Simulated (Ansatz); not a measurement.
Yb (fcc, Cu type)

Space group Fm-3m (No. 225); a = b = c = 5.1980 Å, α = β = γ = 90.00°

| atom | site | symmetry | x | y | z |
|---|---|---|---|---|---|
| Yb | 4a | m-3m | 0.0000 | 0.0000 | 0.0000 |
(The calculation used a cell of 1 atom; values per cell refer to that cell.)

Equation-of-state scan: isotropic scaling of the cell above, V₀ being its volume. Symmetry pins the atoms to their sites.

The numbers are results of r2SCAN (plane waves to 500 eV, PAW, scalar-relativistic; Ansatz, an electronic-structure program), not measurements. k mesh 15×15×15 (Γ-centred), Fermi-Dirac smearing 0.05 eV. The energy includes the smearing's −TS. The PAW data are Ansatz's earlier set. The relaxed volume of Yb is well below the measured one. Yb is run without spin polarisation. Yb was relaxed with its symmetry unable to fall. The f-shell state is unchecked: a lower one may exist. The zero of ΔE is the relaxed starting cell. The last digit holds for this mesh only.

```csv
V (Å³/atom),ΔE (meV/atom)
31.600,26.1
32.478,14.2
33.355,6.1
34.233,1.5
35.111,0.0
35.989,1.3
36.866,5.1
37.744,11.1
38.622,19.2
```

What bulk modulus B₀ follows from a third-order Birch-Murnaghan fit?

20.3 GPa.

What is the fitted pressure derivative B₀′?

3.3.

(A scan under strain: stresses follow from slopes of the energy per volume, elastic moduli from its curvatures.)
